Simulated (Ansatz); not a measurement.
**NiRh (R-3m): total moment held at 0.2 μB**

All numbers below come from Ansatz 0.2.0, DFT, PBEsol, all-electron LAPW, scalar-relativistic.

Command: `ansatz run input.yaml --threads 1 --pin off --max-ram 3072MiB --backend cpu --events-out ev --progress --plain --runs-dir out`

```yaml
crystal:
  lattice:
    - [1.31412834, 0.7587123509, 4.1117064147]
    - [-1.31412834, 0.7587123509, 4.1117064147]
    - [0.0, -1.5174247017, 4.1117064147]
  atoms:
    - { symbol: Ni, position: [0.0, 0.0, 0.0], spin: 0.141 }
    - { symbol: Rh, position: [0.5, 0.5, 0.5], spin: 0.059 }
magnetization:
  spin_polarized: true
  initial_magnetization: 0.2
  spin_locking: { lock_magnetization: hard }
kpoints:
  mp_grid: { grid: [15, 15, 15] }
scf:
  occupations: { method: fermi_dirac, width: 0.05 }
  lower_state_search: "off"
hamiltonian:
  xc: pbesol
  pseudopotentials: { kind: all_electron, lapw: { basis_error: 0.001 } }
output:
  forces: true
  stress: true
  eigenvalues: false
```

Output:

```
settings of this run that can trade accuracy for cost: output.eigenvalues: false. Do not mix this run's numbers with those of runs without the same settings; the input reference describes each key
LAPW: plane waves up to 8.885 Å⁻¹, error target 1.0e-3 eV per atom; small_component_spin mean_spin; Ni in spheres of 1.261 Å, 18 of its electrons in bands, Dirac shells []; Rh in spheres of 1.294 Å, 27 of its electrons in bands, Dirac shells [] (how accurate: hamiltonian.pseudopotentials.lapw.basis_error, Limitations)
Engine: ansatz 0.2.0
Pseudopotentials: kind: all_electron
Pseudopotential: Ni, LAPW, valence charge 18, lapw/all_electron/scalar/gaussian/Ni, Koelling and Harmon's equation, gaussian nucleus
Pseudopotential: Rh, LAPW, valence charge 27, lapw/all_electron/scalar/gaussian/Rh, Koelling and Harmon's equation, gaussian nucleus
Functional definition: PBEsol
  exchange = pbesol_x
  correlation = pbesol_c
Crystal: 2 atoms, lattice volume = 24.597 Å³
Basis set: ecut = 300.759949377627 eV, 287 PW (Γ), FFT grids on a1−a3, a2−a3, a3, exchange–correlation at level 2
Bands: 28, of which v1, the nominal top of the filled ones, is band 23 counted from 1 (22 counted from 0)
Symmetry: 12 space group operations
Space group: R-3m (ITA 166), of the structure as read, at distance tolerance 2.9e-5 Å
Magnetic group: BNS 166.97 (UNI 1327), of the structure as read, at distance tolerance 2.9e-5 Å
k-points: 344 of 3375
Non-local potential: Ni, projectors of the file, none
Non-local potential: Rh, projectors of the file, none
Initial density: superposition of atomic densities (chi_scale 0.1, normalization cell)
Starting moments: Σ|m| = 0.2 μB on 2 of 2 sites
Initial wavefunctions: plane waves of lowest kinetic energy (no species holds an atomic orbital)
Functional: x = pbesol(κ = 0.804, μ = 0.12345679012345678), c = pbesol(β = 0.046)
iter 1 solved again at ethr=2.31e-2 eV; its pass at ethr=1.00e-1 eV (dr2=1.04e1 eV) is discarded
SCF iter   1: F=—  HF=-171474.014950 eV  |F-HF|=—  |Δ(HF+E_count)|=         —  Δρ=6.96e-2 (↑6.06e-2 ↓6.96e-2)  dr2=1.04e1  dr2_m=4.75e-3  M=0.200 μB ∫|m|=0.201 μB  β_m=0.30  ethr=2.31e-2  ⟨swp⟩=2.0  Hψ=123950  notcnv=0
preconditioner: auto → Kerker (q_TF=auto, 3.017 Å⁻¹)  [metal: Δε(μ)=0.003 eV  Ē_g=10.827 eV  σ=0.050 eV  W_gap=0.02  n_scr=14 (ndim 8)  ℏωp=32.6 eV  f_vac=0.000  D(μ)=2.07/eV (n_scr^D=28)]
spin=Collinear: Kerker preconditioning applied to the charge; magnetization (m = ρ↑ − ρ↓) channel mixes plain (no charge-response kernel on spin).
SCF iter   2: F=—  HF=-171477.099057 eV  |F-HF|=—  |Δ(HF+E_count)|=    3.08e0  Δρ=9.38e-2 (↑8.75e-2 ↓9.38e-2)  dr2=2.04e1  dr2_m=2.30e-3  M=0.200 μB ∫|m|=0.203 μB  β_m=0.19  ethr=2.31e-2  ⟨swp⟩=2.1  Hψ=55144  notcnv=0  recentre
SCF iter   3: F=—  HF=-171471.649277 eV  |F-HF|=—  |Δ(HF+E_count)|=    5.45e0  Δρ=3.51e-2 (↑3.13e-2 ↓3.51e-2)  dr2=2.81e0  dr2_m=8.63e-4  M=0.200 μB ∫|m|=0.201 μB  β_m=0.20  ethr=2.31e-2  ⟨swp⟩=2.0  Hψ=55101  notcnv=0
iter 4 solved again at ethr=2.07e-4 eV; its pass at ethr=6.24e-3 eV (dr2=9.33e-2 eV) is discarded
SCF iter   4: F=—  HF=-171471.227360 eV  |F-HF|=—  |Δ(HF+E_count)|=   4.22e-1  Δρ=8.33e-3 (↑5.86e-3 ↓8.33e-3)  dr2=9.34e-2  dr2_m=3.93e-4  M=0.200 μB ∫|m|=0.206 μB  β_m=0.49  ethr=2.07e-4  ⟨swp⟩=2.0  Hψ=96378  notcnv=0
SCF iter   5: F=—  HF=-171471.268360 eV  |F-HF|=—  |Δ(HF+E_count)|=         —  Δρ=1.86e-2 (↑1.63e-2 ↓1.86e-2)  dr2=8.27e-1  dr2_m=3.61e-4  M=0.200 μB ∫|m|=0.206 μB  β_m=0.49  ethr=2.07e-4  ⟨swp⟩=2.0  Hψ=58447  notcnv=0
the basis was enlarged: its passes take 790.9 KiB over the memory plan, 2 of 2 planned eigensolver slots
SCF iter   6: F=—  HF=-171471.232290 eV  |F-HF|=—  |Δ(HF+E_count)|=   3.61e-2  Δρ=1.54e-2 (↑1.32e-2 ↓1.54e-2)  dr2=5.63e-1  dr2_m=3.19e-4  M=0.200 μB ∫|m|=0.209 μB  β_m=0.33  ethr=2.07e-4  ⟨swp⟩=2.0  Hψ=54166  notcnv=0
SCF iter   7: F=—  HF=-171471.176616 eV  |F-HF|=—  |Δ(HF+E_count)|=   5.57e-2  Δρ=7.80e-3 (↑6.59e-3 ↓7.80e-3)  dr2=1.45e-1  dr2_m=1.03e-4  M=0.200 μB ∫|m|=0.212 μB  β_m=0.24  ethr=2.07e-4  ⟨swp⟩=2.0  Hψ=53512  notcnv=0
SCF iter   8: F=—  HF=-171471.160179 eV  |F-HF|=—  |Δ(HF+E_count)|=   1.64e-2  Δρ=2.18e-3 (↑2.18e-3 ↓2.15e-3)  dr2=1.37e-2  dr2_m=6.78e-6  M=0.200 μB ∫|m|=0.214 μB  β_m=0.27  ethr=2.07e-4  ⟨swp⟩=2.0  Hψ=52004  notcnv=0
SCF iter   9: F=—  HF=-171471.158774 eV  |F-HF|=—  |Δ(HF+E_count)|=   1.40e-3  Δρ=9.44e-4 (↑4.43e-4 ↓9.44e-4)  dr2=5.84e-4  dr2_m=2.55e-5  M=0.200 μB ∫|m|=0.216 μB  β_m=0.64  ethr=3.04e-5  ⟨swp⟩=2.0  Hψ=55382  notcnv=0
SCF iter  10: F=—  HF=-171471.158878 eV  |F-HF|=—  |Δ(HF+E_count)|=   1.04e-4  Δρ=7.48e-4 (↑7.13e-4 ↓7.48e-4)  dr2=1.50e-3  dr2_m=1.80e-7  M=0.200 μB ∫|m|=0.216 μB  β_m=0.64  ethr=1.30e-6  ⟨swp⟩=2.0  Hψ=55372  notcnv=0
SCF iter  11: F=—  HF=-171471.158681 eV  |F-HF|=—  |Δ(HF+E_count)|=   1.97e-4  Δρ=2.84e-4 (↑1.64e-4 ↓2.84e-4)  dr2=1.07e-4  dr2_m=9.12e-7  M=0.200 μB ∫|m|=0.216 μB  β_m=0.49  ethr=1.30e-6  ⟨swp⟩=2.0  Hψ=55357  notcnv=0
SCF iter  12: F=—  HF=-171471.158637 eV  |F-HF|=—  |Δ(HF+E_count)|=   4.38e-5  Δρ=1.14e-4 (↑6.57e-5 ↓1.14e-4)  dr2=1.21e-5  dr2_m=2.39e-7  M=0.200 μB ∫|m|=0.216 μB  β_m=0.55  ethr=2.38e-7  ⟨swp⟩=2.0  Hψ=55360  notcnv=0
SCF iter  13: F=—  HF=-171471.158636 eV  |F-HF|=—  |Δ(HF+E_count)|=   8.41e-7  Δρ=5.51e-5 (↑3.31e-5 ↓5.51e-5)  dr2=3.08e-6  dr2_m=4.67e-8  M=0.200 μB ∫|m|=0.217 μB  β_m=0.53  ethr=2.70e-8  ⟨swp⟩=2.0  Hψ=55360  notcnv=0
SCF iter  14: F=—  HF=-171471.158636 eV  |F-HF|=—  |Δ(HF+E_count)|=   1.26e-7  Δρ=2.83e-5 (↑1.92e-5 ↓2.83e-5)  dr2=1.44e-6  dr2_m=5.71e-9  M=0.200 μB ∫|m|=0.217 μB  β_m=0.69  ethr=6.83e-9  ⟨swp⟩=2.0  Hψ=55360  notcnv=0
SCF iter  15: F=—  HF=-171471.158636 eV  |F-HF|=—  |Δ(HF+E_count)|=   6.04e-8  Δρ=1.81e-5 (↑1.44e-5 ↓1.81e-5)  dr2=7.55e-7  dr2_m=8.77e-10  M=0.200 μB ∫|m|=0.217 μB  β_m=0.55  ethr=3.19e-9  ⟨swp⟩=2.0  Hψ=55360  notcnv=0
iter 16 did not close the SCF: its close was put off for a magnetic moment that had not settled (scf_convergence_deferred on its scf_iter line)
SCF iter  16: F=-171471.158636 eV  HF=-171471.158636 eV  |F-HF|=9.40e-9  |Δ(HF+E_count)|=   9.79e-8  Δρ=1.89e-6 (↑1.72e-6 ↓1.89e-6)  dr2=5.52e-9  dr2_m=1.97e-11  M=0.200 μB ∫|m|=0.217 μB  β_m=0.74  ethr=1.68e-9  ⟨swp⟩=2.0  Hψ=55360  notcnv=0
SCF iter  17: F=-171471.158636 eV  HF=-171471.158636 eV  |F-HF|=1.42e-8  |Δ(HF+E_count)|=   1.19e-9  Δρ=1.64e-6 (↑1.36e-6 ↓1.64e-6)  dr2=5.36e-9  dr2_m=6.55e-12  M=0.200 μB ∫|m|=0.217 μB  ethr=1.23e-11  ⟨swp⟩=2.0  Hψ=55360  notcnv=0
SCF 1 converged in 17 iterations: F = -171471.158636 eV  dr2 = 5.36e-9
SCF converged after 17 iterations
Stability checked in part: among states of this total moment the steps that led to this state did not find it unstable. No probe was made; neither looks for a lower state of another moment (fixed_total_moment; see scf.lower_state_search)
Magnetization: 0.2000 μB (22.6000 up, 22.4000 down)
Absolute magnetization: 0.2166 μB (∫|ρ↑−ρ↓|)
Spin contamination: 0.0030 ħ² per cell (⟨S²⟩ above its minimum at these occupations)
Per-site moments (μB) at R_I (Å): [(0.14891639460415185, 1.2609331226729907), (0.05689413917074759, 1.2942791857203166)]
Free energy (F): -171471.158636 eV
Harris-Foulkes:  -171471.158636 eV  (|F-HF|=1.42e-8)
Internal energy: -171471.126772 eV  (E = F + TS)
E sigma→0 (E₀):  -171471.142704 eV
Entropy (-TS):   -0.031864 eV (-15.932 meV/atom)
Fermi energy:    21.588798 (↑ 21.585811, ↓ 21.591784) eV
--- Per-component energies (eV) ---
  E_band       = -3068.773252
  E_kinetic    = 177546.152544
  E_xc         = -5410.690053
  E_electrostatic = -343606.589263  (all electrons and nuclei)
  E_smearing   = -0.031864  (= −TS)
  E_closure    = 0.000000  (closes the sum)
  E_atoms      = -171455.373509  (free atoms, spherical and without spin; not in F)
  Σ components = -171471.158636   (vs F -171471.158636, Δ=0.00e0)
  Basis errors (estimates in eV, not in F): energy 2.4e-4 per atom: plane waves 2.1e-4 (1.1e-4 summed), levels above the bands 6.6e-99, relativity 1.6e-8, radial functions 3.7e-5, core shells 9.7e-7; eigenvalues (radial functions only) 2.3e-6; not estimated: angular momenta, meshes, grids; target (lapw.basis_error) 1.0e-3; muffin-tin radii Ni 1.261 Å, Rh 1.294 Å
--- Forces (eV/Å), atoms counted from 1 ---
  atom   1  Ni     0.00000000     0.00000000     0.00000000
  atom   2  Rh    -0.00000000     0.00000000    -0.00000000
  max |Σ_I F_I| component: 5.26e-30 eV/Å
--- Stress (GPa, compression-positive) ---
       -4.167598      -0.000000       0.000000
        0.000000      -4.167598       0.000000
        0.000000       0.000000      -2.542265
  P = ⅓ Tr σ = -3.6258 GPa (-36.258 kbar)
settings of this run that can trade accuracy for cost: output.eigenvalues: false. Do not mix this run's numbers with those of runs without the same settings; the input reference describes each key
```

Site moments (μB): Ni1 0.15, Rh2 0.06. Cell moment 0.20 μB.

The magnetic group in the log treats spin as a scalar label, without spin–orbit coupling.

The Ansatz runs typed with the search for lower states off end where their start leads. The magnetic state is the one that this cell and start allow. It needn't be the compound's measured order, which may need a larger cell or be absent.

It took 4.5 min on 1 thread of Arm Neoverse V1, with other jobs on the host, peak memory 1.6 GiB.
